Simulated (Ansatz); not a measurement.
# Ansatz run, SrZn2Pd2

input.yaml (Ansatz 0.2.0)

```yaml
crystal:
  lattice:
    - [2.084864, 3.611087, 0.0]
    - [-2.084864, 3.611087, 0.0]
    - [0.0, 0.0, 7.149695]
  atoms:
    - { symbol: Zn, position: [0.3333, 0.3334, 0.6311] }
    - { symbol: Zn, position: [0.6667, 0.6666, 0.3689] }
    - { symbol: Sr, position: [0.0, 0.0, 0.0] }
    - { symbol: Pd, position: [0.3333, 0.3334, 0.2688] }
    - { symbol: Pd, position: [0.6667, 0.6666, 0.7312] }
  symmetry: { tolerance: 0.0003 }
kpoints:
  mp_grid: { grid: [9, 9, 5], shift: [0, 0, 0] }
  band_path:
    path:
      - [0.0, 0.0, 0.0]
      - [0.49999991, 0.50000003, 0.0]
      - [0.33333327, 0.66666678, 0.0]
      - [0.0, 0.0, 0.0]
      - [0.0, 0.0, 0.5]
      - [0.49999991, 0.50000003, 0.5]
      - [0.33333327, 0.66666678, 0.5]
      - [0.0, 0.0, 0.5]
      - [0.49999991, 0.50000003, 0.5]
      - [0.49999991, 0.50000003, 0.0]
      - [0.33333327, 0.66666678, 0.5]
    npoints: 6
magnetization:
  spin_polarized: false
scf:
  occupations: { method: cold, width: 0.0817 }
  lower_state_search: "off"
  max_iter: 200
hamiltonian:
  pseudopotentials: { kind: paw }
  xc: r2scan
basis:
  ecutwfc: 500
  fft_grid_basis: typed
output:
  forces: true
  stress: true
  eigenvalues: true
  bader: true
  populations: true
  elf: true
  write_potential: true
  volumetric_format: npy
  dos:
    e_range: [-12, 8]
    de: 0.05
    projected: { site_lists: { Pd: [Pd], Sr: [Sr], Zn: [Zn] } }
checkpoint:
  read: saved_state
```

The run starts from an earlier solution of this cell. 

Output (shortened):

```
Warning: the atoms were moved onto the symmetric positions of the space group found under crystal.symmetry.tolerance 3.0e-4 (fractional; no operation is sought that the atoms, as they stand in a round, miss by more than twice it, and no atom is moved by as much as it), and the run uses the moved positions.
Pseudopotentials: kind: paw
Pseudopotential: Zn, paw, valence charge 12, recommended cutoff 500 eV (meta_gga), Zn.paw.azcp
Pseudopotential: Sr, paw, valence charge 10, recommended cutoff 500 eV (meta_gga), Sr.paw.azcp
Pseudopotential: Pd, paw, valence charge 18, recommended cutoff 500 eV (meta_gga), Pd.paw.azcp
Functional definition: r2SCAN
  exchange = r2scan_x(k0 = k0, k1 = k1, a1 = a1)
  correlation = r2scan_c
Crystal: 5 atoms, lattice volume = 107.655 Å³
Basis set: ecut = 500 eV, 2721 PW (Γ), exchange–correlation on 128×128×216 points (64 copies of the dense FFT grid, shifted against one another)
Bands: 42, of which v1, the nominal top of the filled ones, is band 35 counted from 1 (34 counted from 0)
Symmetry: 12 space group operations
Space group: P-3m1 (ITA 164), of the structure as read, at distance tolerance 1.4e-3 Å
k-points: 50 of 405
Initial density: read from a saved state, or passed on in memory by an earlier SCF of this step, an earlier step, the calling program or the single point that the run made first
Functional: x = r2scan, c = r2scan; τ floored in thin density (d = 2e-4 eV/Å³)
SCF iter   1: F=—  Δρ=1.56e-3  dr2=2.19e-3  dr2_τ=8.25e-4
SCF iter   2: F=—  S|Δr|=    0.00e0  Δρ=1.52e-3  dr2=3.00e-3  dr2_τ=2.20e-4
SCF iter   3: F=—  S|Δr|=    0.00e0  Δρ=5.87e-4  dr2=4.44e-4  dr2_τ=3.27e-5
SCF iter   4: F=—  S|Δr|=    0.00e0  Δρ=1.08e-4  dr2=2.38e-5  dr2_τ=1.11e-6
SCF iter   5: F=—  S|Δr|=    0.00e0  Δρ=4.02e-5  dr2=3.17e-6  dr2_τ=1.97e-7
SCF iter   6: F=—  S|Δr|=    0.00e0  Δρ=1.45e-5  dr2=1.49e-7  dr2_τ=2.11e-8
SCF iter   7: F=-24179.5743 eV  S|Δr|=    0.00e0  Δρ=2.83e-6  dr2=9.21e-9  dr2_τ=5.31e-10
Free energy (F): -24179.5743 eV
Harris-Foulkes:  -24179.5743 eV  (|F-HF|=1.46e-8)
Internal energy: -24179.5749 eV  (E = F + TS)
E sigma→0 (E₀):  -24179.5745 eV
Entropy (-TS):   0.0006 eV (0.125 meV/atom)
Fermi energy:    10.5532 eV
--- Forces (eV/Å), atoms counted from 1 ---
  atom   1  Zn     0.0000     0.0000    -0.1873
  atom   2  Zn     0.0000     0.0000     0.1873
  atom   3  Sr     0.0000     0.0000     0.0000
  atom   4  Pd     0.0000     0.0000     0.4312
  atom   5  Pd     0.0000     0.0000    -0.4312
--- Stress (GPa, compression-positive) ---
        1.2082       0.0000       0.0000
        0.0000       1.2082       0.0000
        0.0000       0.0000      -0.6297
  P = ⅓ Tr σ = 0.5956 GPa (5.956 kbar)
--- Löwdin populations: 5 sites ---
  site symbol       q [e]
     0     Zn     11.5699
     1     Zn     11.5699
     2     Sr      9.2508
     3     Pd     17.7541
     4     Pd     17.7541
  spilling = 0.0300 (of n_electrons = 70.0000)
```

Absolute energies hang on the potentials; compare differences alone.

Origin: a known structure type with other elements, at an estimated volume, so it need not be a known compound.
